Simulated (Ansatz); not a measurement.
The following input was run with Ansatz 0.2.0.

```yaml
crystal:
  lattice:
    - [4.88, 0.0, 0.0]
    - [-2.44, 4.2262039705, 0.0]
    - [0.0, 0.0, 3.98]
  atoms:
    - { symbol: "Y", position: [0.0, 0.0, 0.0] }
    - { symbol: Ni, position: [0.5, 0.0, 0.5], spin: 0.42 }
    - { symbol: Ni, position: [0.5, 0.5, 0.5], spin: 0.42 }
    - { symbol: Ni, position: [0.0, 0.5, 0.5], spin: 0.42 }
    - { symbol: Ni, position: [0.3333333333, 0.6666666667, 0.0], spin: 0.3 }
    - { symbol: Ni, position: [0.6666666667, 0.3333333333, 0.0], spin: 0.3 }
basis:
  ecutwfc: 420
kpoints:
  mp_grid: { grid: [12, 12, 10] }
hamiltonian:
  xc: pbesol
scf:
  occupations: { method: gaussian, width: 0.1 }
output:
  forces: true
  stress: true
  eigenvalues: true
  populations: true
  write_density: true
  write_potential: true
  elf: true
  volumetric_format: npy
magnetization:
  spin_polarized: true
relax:
  adjacent_minimum: "off"
  f_tol: 0.005
  max_steps: 80
  cell: { stress_tol: 0.05 }
```

Launched with
```bash
ansatz run input.yaml --threads 1 --pin off --max-ram 2560MiB --backend cpu --events-out ev --progress --plain --runs-dir out
```

Level of theory: DFT PBEsol, scalar-relativistic, plane waves, PAW in Ansatz.

Abridged output (final results; tables in files aren't shown):

```
SCF 5 converged in 13 iterations: F = -32821.891528 eV  dr2 = 2.22e-11
SCF converged after 13 iterations
Magnetization: 1.3818 μB (51.1909 up, 49.8091 down)
Absolute magnetization: 1.7722 μB (∫|ρ↑−ρ↓|, with the PAW one-centre terms)
Spin contamination: 0.0214 ħ² per cell (⟨S²⟩ above its minimum at these occupations)
Per-site moments (μB) at R_I (Å): [(-0.03703880, 1.14563068), (0.34759190, 0.98743727), (0.34759190, 0.98743727), (0.34759190, 0.98743727), (0.26234309, 0.98743727), (0.26234309, 0.98743727)]
Free energy (F): -32821.891528 eV
Harris-Foulkes:  -32821.891528 eV  (|F-HF|=1.46e-11)
Internal energy: -32821.865143 eV  (E = F + TS)
E sigma→0 (E₀):  -32821.878336 eV
Entropy (-TS):   -0.026385 eV (-4.398 meV/atom)
Fermi energy:    16.411869 eV
--- Per-component energies (eV) ---
  E_band       = -1595.714175
  E_kinetic    = 1728.459630
  E_local      = -20820.890679  (includes V_loc(G=0)·N_el)
  E_nonlocal   = 3231.799303
  E_hartree    = 8843.071125
  E_xc         = -597.785245
  E_vxc        = -749.689829  (∫ρ·V_xc dr)
  E_paw        = -10747.630535  (= ΣΔE_a)
  E_vpaw       = -2671.537958  (= ΣTr[D̂ρ^β])
  E_aug_tail   = 0.002836  (compensation charges beyond the density's cutoff)
  E_ewald      = -14460.026794
  E_core_change = 1.135217  (= ΣΔE_core)
  E_smearing   = -0.026385  (= −TS)
--- Forces (eV/Å), atoms counted from 1 ---
  atom   1  Y      0.00000000     0.00000000     0.00000000
  atom   2  Ni     0.00000000     0.00000000     0.00000000
  atom   3  Ni     0.00000000     0.00000000     0.00000000
  atom   4  Ni     0.00000000     0.00000000     0.00000000
  atom   5  Ni     0.00000000     0.00000000     0.00000000
  atom   6  Ni     0.00000000     0.00000000     0.00000000
--- Stress (GPa, compression-positive) ---
        0.020111       0.000000       0.000000
        0.000000       0.020111       0.000000
        0.000000       0.000000       0.014005
  P = ⅓ Tr σ = 0.0181 GPa (0.181 kbar)
--- Band table (eV; the first three rows and the last of 228) ---
  k-point 0 ↑: bands = ["-86.5917", "-86.5627", "-86.5627", "-86.3432", "-86.3418", "-47.3795", "-47.2630", "-47.2033", "-47.2033", "-47.1161", "-47.1161", "-47.1091", "-46.9898", "-46.9601", "-46.9601", "-46.8936", "-46.7911", "-46.7911", "-46.7631", "-46.7631", "-25.2121", "-5.3259", "-5.3259", "-5.2649", "8.2339", "11.8171", "12.7682", "12.7682", "12.9016", "12.9748", "12.9748", "12.9765", "13.3471", "13.3471", "13.6286", "14.1794", "14.1794", "14.7048", "14.7048", "14.9550", "14.9940", "14.9940", "15.3962", "15.3962", "15.4353", "15.6443", "15.6443", "16.3521", "16.3521", "16.3615", "17.6669", "17.8072", "17.8359", "17.8359", "18.6097", "19.1355", "19.1355", "20.8679", "20.8679", "24.778 ...
  k-point 1 ↑: bands = ["-86.5915", "-86.5627", "-86.5627", "-86.3434", "-86.3418", "-47.3838", "-47.2565", "-47.2028", "-47.2028", "-47.1179", "-47.1179", "-47.1047", "-46.9965", "-46.9601", "-46.9601", "-46.8936", "-46.7892", "-46.7892", "-46.7635", "-46.7635", "-25.2113", "-5.3247", "-5.3247", "-5.2806", "8.3486", "11.8350", "12.7247", "12.7445", "12.7445", "12.9449", "13.0156", "13.0156", "13.3786", "13.3786", "13.9630", "14.2301", "14.2301", "14.5922", "14.5922", "14.9063", "15.1320", "15.1320", "15.4002", "15.4002", "15.4309", "15.6516", "15.6516", "16.2314", "16.2314", "16.3615", "17.1505", "17.6524", "17.7722", "17.7722", "18.8237", "18.8237", "19.0148", "21.3324", "21.3324", "24.964 ...
  k-point 2 ↑: bands = ["-86.5910", "-86.5627", "-86.5627", "-86.3440", "-86.3418", "-47.3945", "-47.2375", "-47.2018", "-47.2018", "-47.1226", "-47.1226", "-47.0937", "-47.0159", "-46.9600", "-46.9600", "-46.8936", "-46.7844", "-46.7844", "-46.7647", "-46.7647", "-25.2092", "-5.3216", "-5.3216", "-5.3214", "8.6850", "11.8608", "12.3791", "12.6855", "12.6855", "13.0509", "13.1333", "13.1333", "13.4708", "13.4708", "14.3477", "14.3477", "14.4342", "14.4342", "14.5452", "14.7673", "15.3626", "15.3626", "15.4126", "15.4126", "15.4194", "15.6917", "15.6917", "15.9112", "15.9112", "16.0818", "16.3616", "17.5817", "17.5817", "17.6034", "18.3123", "18.3123", "19.6059", "22.2734", "22.2734", "24.552 ...
  k-point 113 ↓: bands = ["-86.1445", "-86.1445", "-86.1309", "-86.0166", "-86.0166", "-46.8616", "-46.8616", "-46.7266", "-46.7236", "-46.7236", "-46.7136", "-46.6741", "-46.6741", "-46.6050", "-46.5600", "-46.5600", "-46.4845", "-46.4843", "-46.4843", "-46.4826", "-25.2276", "-5.4488", "-5.3634", "-5.3634", "11.8644", "11.8644", "12.2955", "12.2955", "13.0306", "13.1127", "13.7913", "13.7913", "13.8017", "13.8224", "13.8224", "14.4747", "14.4747", "14.5793", "14.5793", "14.6684", "14.8902", "15.3155", "15.3155", "15.3865", "15.6905", "15.8294", "15.8898", "15.8898", "16.0092", "16.4200", "16.4200", "17.1271", "17.1271", "17.3506", "18.1722", "20.6071", "20.6071", "20.7974", "20.7974", "22. ...
--- Relaxed structure (4 steps of the walk, 4 accepted, 1 SCFs on fresh bases) ---
  F+E_penalty+E_count = -32821.89152839 eV   max|allowed force component| = 1.079e-17 eV/Å   (the final SCF, on the basis selected at the relaxed cell)
  cell:  # Å, volume = 78.1489 Å³
    - [4.81040132, 0.0, 0.0]
    - [-2.40520066, 4.16592975, 0.0]
    - [0.0, 0.0, 3.89968597]
  atoms:
    - { symbol: Y, position: [0.0, 0.0, 0.0] }
    - { symbol: Ni, position: [0.5, 0.0, 0.5] }
    - { symbol: Ni, position: [0.5, 0.50000000, 0.5] }
    - { symbol: Ni, position: [0.0, 0.50000000, 0.5] }
    - { symbol: Ni, position: [0.33333333, 0.66666666, 0.0] }
    - { symbol: Ni, position: [0.66666666, 0.33333333, 0.0] }
--- Löwdin populations: 6 sites ---
  site symbol q [e]    m [muB]
     0      Y     11.0694    -0.1000
     1     Ni     17.7828     0.3413
     2     Ni     17.7828     0.3413
     3     Ni     17.7828     0.3413
     4     Ni     17.7749     0.2618
     5     Ni     17.7749     0.2618
  spilling = 0.010223 (of n_electrons = 101.000000)
```

The relaxation met its thresholds.

The run took 11 min on 1 thread of Arm Neoverse V1, with other jobs on the host, peak memory 1 GiB.